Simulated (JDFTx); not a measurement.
```json
{
  "surface": "Al(110)",
  "bulk": "Al, Fm-3m, lattice of mp-134 (not re-optimised)",
  "slab": "8 atoms in 8 planes, 1x1, 9.9 Å between the outermost planes",
  "in-plane cell": "2.856 × 4.039 Å, 11.54 Å²",
  "cell_height": "26.0 Å",
  "sampling": "8×6×1 k mesh, Fermi smearing 0.01 Ha, no spin polarisation"
}
```

Computed with JDFTx (a modified build): PBE, GBRV ultrasoft potentials, plane waves to 20/100 Ha. Liquid on both sides: linear PCM (GLSSA13), water, 0.5 M KCl; nuclei fixed, outer atoms relaxed in vacuum. SHE scale: U = −μ/e − 4.44 V, by convention. This is a symmetric, unreconstructed model surface, and the continuum liquid cannot react with it.

Problem. Predict the potential of zero charge and the surface charge against electrode potential.

Solution. The potential of zero charge is -0.55 V vs SHE.

```csv
U (V vs SHE),μ (eV),excess electrons per cell,"σ (μC/cm², per face)",run
-1.45,-2.99,0.191,-13.3,fixed potential
-1.25,-3.19,0.154,-10.7,fixed potential
-0.70,-3.74,0.037,-2.6,fixed potential
-0.55,-3.89,0.000,0.0,neutral
0.15,-4.59,-0.216,15.0,fixed charge
0.15,-4.59,-0.217,15.1,fixed potential
```
